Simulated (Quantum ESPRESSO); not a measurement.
Band energies of AgI at +1 % isotropic strain

```
AgI
1.0
    4.60220     0.00000     0.00000
   -2.30110     3.98562     0.00000
    0.00000     0.00000     7.51879
Ag I
2 2
Direct
  0.33333   0.66667   0.00245
  0.66667   0.33333   0.50245
  0.33333   0.66667   0.37745
  0.66667   0.33333   0.87745
```

norm-conserving PBEsol (Quantum ESPRESSO, 82 Ry, without SOC); path ΓMKΓALHA,LM,KH; energies in eV from the valence-band maximum.

```csv
k (1/Å),point,band 22,band 23,band 24,band 25,band 26,band 27,band 28,band 29
0.00,Γ,-0.71,-0.71,-0.07,0.00,0.00,1.23,2.53,5.70
0.45,,-2.08,-1.55,-1.37,-0.56,-0.43,2.84,3.58,4.93
0.79,M,-2.61,-2.20,-1.78,-1.04,-0.72,3.24,3.50,4.73
0.90,,-2.59,-2.22,-1.83,-1.09,-0.80,3.40,3.69,4.69
1.24,K,-2.59,-2.55,-1.53,-1.53,-1.32,4.32,4.43,4.43
1.36,,-2.51,-2.44,-1.77,-1.29,-1.24,4.19,4.35,4.55
1.81,,-1.62,-1.31,-1.05,-0.35,-0.33,2.51,3.58,4.99
2.15,Γ,-0.71,-0.71,-0.07,0.00,0.00,1.23,2.53,5.70
2.36,,-0.73,-0.61,-0.61,-0.11,-0.11,1.91,2.58,5.48
2.57,A,-1.70,-0.37,-0.37,-0.37,-0.37,2.55,2.55,5.54
2.77,,-1.73,-0.72,-0.72,-0.50,-0.50,2.98,2.98,5.10
3.16,,-2.48,-1.24,-1.24,-1.12,-1.12,3.27,3.27,4.84
3.36,L,-2.80,-1.24,-1.24,-1.23,-1.23,3.16,3.16,4.79
3.59,,-2.77,-1.64,-1.64,-1.15,-1.15,3.57,3.57,5.12
3.81,H,-2.74,-1.93,-1.93,-1.13,-1.13,3.85,3.85,5.61
4.09,,-2.49,-1.58,-1.58,-1.14,-1.14,3.76,3.76,5.19
4.45,,-1.78,-0.92,-0.92,-0.64,-0.64,3.25,3.25,4.92
4.72,A,-1.70,-0.37,-0.37,-0.37,-0.37,2.55,2.55,5.54
4.72,L,-2.80,-1.24,-1.24,-1.23,-1.23,3.16,3.16,4.79
5.14,M,-2.61,-2.20,-1.78,-1.04,-0.72,3.24,3.50,4.73
5.14,K,-2.59,-2.55,-1.53,-1.53,-1.32,4.32,4.43,4.43
5.56,H,-2.74,-1.93,-1.93,-1.13,-1.13,3.85,3.85,5.61
```

The PBEsol gap is direct, 1.23 eV at Γ.

Spin-orbit coupling is left out, which matters for elements this heavy: edges can move by tenths of an eV.

Geometry strained from the cell relaxed with PBEsol, atoms relaxed again.
